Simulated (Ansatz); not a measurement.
CaTiO3:
```cif
data_CaO3Ti
_chemical_formula_sum 'Ca1 Ti1 O3'
_space_group_name_H-M_alt 'Pm-3m'
_space_group_IT_number 221
_space_group_name_Hall '-P 4 2 3'
_cell_length_a 3.80358
_cell_length_b 3.80358
_cell_length_c 3.80358
_cell_angle_alpha 90.000
_cell_angle_beta 90.000
_cell_angle_gamma 90.000
loop_
_atom_site_label
_atom_site_type_symbol
_atom_site_symmetry_multiplicity
_atom_site_Wyckoff_symbol
_atom_site_fract_x
_atom_site_fract_y
_atom_site_fract_z
_atom_site_occupancy
Ca1 Ca 1 b 0.50000 0.50000 0.50000 1
Ti1 Ti 1 a 0.00000 0.00000 0.00000 1
O1 O 3 d 0.00000 0.00000 0.50000 1
```

Relaxed with LDA.

Problem. Which orbitals make up the states near the band edges in the program Ansatz at the LDA level (PAW)?

Solution. Top 1 eV of the valence band: O 2p 96 %. Bottom 1 eV of the conduction band: Ti 3d 88 %, O 2p 9 %. Projections are on Löwdin-orthogonalised atomic valence shells; empty p or d shells of many metals are not among them.

Problem. Tabulate the density of states.

Solution. States/eV per cell of 5 atoms, in 0.25 eV bins, energy from the valence-band maximum.

```csv
E (eV),total,O 2p,Ti 3d,Ca 4s
-5.38,0.00,0.00,0.00,0.00
-5.13,0.48,0.33,0.12,0.03
-4.88,1.74,1.21,0.39,0.07
-4.63,5.67,3.96,1.21,0.11
-4.38,4.64,3.25,1.10,0.07
-4.13,4.14,2.98,0.91,0.06
-3.88,3.96,2.97,0.77,0.04
-3.63,4.14,3.19,0.72,0.03
-3.38,5.53,4.43,0.81,0.02
-3.13,5.68,4.72,0.66,0.01
-2.88,2.62,2.12,0.35,0.01
-2.63,1.79,1.45,0.23,0.01
-2.38,1.84,1.54,0.17,0.02
-2.13,3.47,3.03,0.17,0.06
-1.88,2.35,2.09,0.11,0.03
-1.63,3.36,3.04,0.15,0.02
-1.38,4.05,3.69,0.18,0.02
-1.13,5.62,5.16,0.24,0.01
-0.88,4.89,4.58,0.14,0.01
-0.63,2.75,2.63,0.04,0.00
-0.38,1.94,1.90,0.01,0.00
-0.13,1.34,1.32,0.00,0.00
0.12,0.00,0.00,0.00,0.00
0.37,0.00,0.00,0.00,0.00
0.62,0.00,0.00,0.00,0.00
0.87,0.00,0.00,0.00,0.00
1.12,0.00,0.00,0.00,0.00
1.37,0.00,0.00,0.00,0.00
1.62,0.00,0.00,0.00,0.00
1.87,0.04,0.00,0.04,0.00
2.12,0.58,0.02,0.53,0.00
2.37,0.94,0.07,0.84,0.00
2.62,1.14,0.12,0.98,0.00
2.87,1.37,0.18,1.13,0.00
3.12,1.57,0.24,1.26,0.01
3.37,2.08,0.35,1.61,0.02
3.62,2.49,0.45,1.88,0.03
3.87,3.86,0.76,2.83,0.06
4.12,5.86,1.19,4.21,0.12
4.37,2.79,0.51,1.91,0.10
4.62,1.26,0.24,0.81,0.03
4.87,0.48,0.03,0.16,0.00
5.12,1.03,0.03,0.49,0.00
5.37,1.44,0.07,0.67,0.01
5.62,1.91,0.12,0.79,0.04
5.87,2.91,0.18,1.00,0.09
6.12,5.05,0.26,0.94,0.18
6.37,8.28,0.38,0.77,0.37
```

The workflow started from an entry of the Crystallography Open Database (COD), which files this formula under 5 space groups. Its standing as an ambient phase is unchecked. The cell was relaxed with LDA under the symmetry of its start. At this level the phase is dynamically unstable (imaginary phonons). No spin polarisation was allowed.

Potentials: the later of the program's two PAW sets.
